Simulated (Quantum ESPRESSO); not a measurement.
# Band energies of BeTe

```xyz
2
Lattice="0.0000 2.8315 2.8315 2.8315 0.0000 2.8315 2.8315 2.8315 0.0000" Properties=species:S:1:pos:R:3 pbc="T T T"
Be     0.0000     0.0000     0.0000
Te     1.4157     1.4157     1.4157
```

PBE (Quantum ESPRESSO, PseudoDojo norm-conserving, 88 Ry, scalar-relativistic); path ΓXWKΓLUWLK,UX; energies in eV from the valence-band maximum.

```csv
k (1/Å),point,band 6,band 7,band 8,band 9,band 10,band 11,band 12,band 13
0.00,Γ,-36.25,-12.19,0.00,0.00,0.00,3.65,3.65,3.65
0.33,,-36.25,-11.92,-1.44,-0.84,-0.84,3.15,4.90,4.91
0.78,,-36.25,-10.92,-4.11,-2.23,-2.23,2.26,3.38,8.03
1.11,X,-36.24,-10.42,-5.01,-2.58,-2.58,2.03,2.71,9.64
1.22,,-36.24,-10.42,-4.98,-2.67,-2.64,2.21,2.88,9.41
1.55,,-36.25,-10.39,-4.58,-3.47,-3.08,4.37,4.87,6.55
1.66,W,-36.25,-10.39,-4.50,-3.60,-3.12,5.30,5.54,5.60
2.06,K,-36.25,-10.44,-4.67,-3.78,-2.17,2.75,5.28,7.86
2.48,,-36.25,-11.04,-4.17,-2.94,-1.07,3.85,5.36,5.97
2.81,,-36.25,-11.75,-2.50,-1.41,-0.32,3.96,4.18,4.58
3.23,Γ,-36.25,-12.19,0.00,0.00,0.00,3.65,3.65,3.65
3.66,,-36.25,-11.76,-2.84,-0.56,-0.56,3.35,4.42,4.42
3.98,,-36.25,-11.10,-4.93,-1.01,-1.01,3.10,4.65,4.65
4.19,L,-36.25,-10.89,-5.42,-1.10,-1.10,3.05,4.63,4.63
4.39,,-36.25,-10.83,-5.32,-1.74,-1.28,3.51,4.59,5.04
4.78,,-36.25,-10.49,-4.67,-3.75,-2.04,2.90,5.95,7.38
4.87,U,-36.25,-10.44,-4.67,-3.78,-2.17,2.75,5.28,7.86
5.07,,-36.25,-10.42,-4.60,-3.70,-2.64,3.62,5.37,6.82
5.27,W,-36.25,-10.39,-4.50,-3.60,-3.12,5.30,5.54,5.60
5.46,,-36.25,-10.47,-4.62,-3.58,-2.59,4.70,4.91,6.57
5.85,,-36.25,-10.83,-5.32,-1.74,-1.30,3.58,4.46,5.13
6.05,L,-36.25,-10.89,-5.42,-1.10,-1.10,3.05,4.63,4.63
6.14,,-36.25,-10.88,-5.40,-1.24,-1.14,3.18,4.59,4.71
6.48,,-36.25,-10.63,-4.95,-3.10,-1.75,3.24,6.09,6.34
6.73,K,-36.25,-10.44,-4.67,-3.78,-2.17,2.75,5.28,7.86
6.73,U,-36.25,-10.44,-4.67,-3.78,-2.17,2.75,5.28,7.86
7.12,X,-36.24,-10.42,-5.01,-2.58,-2.58,2.03,2.71,9.64
```

The PBE gap is indirect, 2.03 eV, from Γ to X; the smallest direct gap is 3.65 eV.

Spin-orbit coupling is left out, which matters for elements this heavy: edges can move by tenths of an eV.

Geometry of the Materials Project entry, not relaxed at this level.
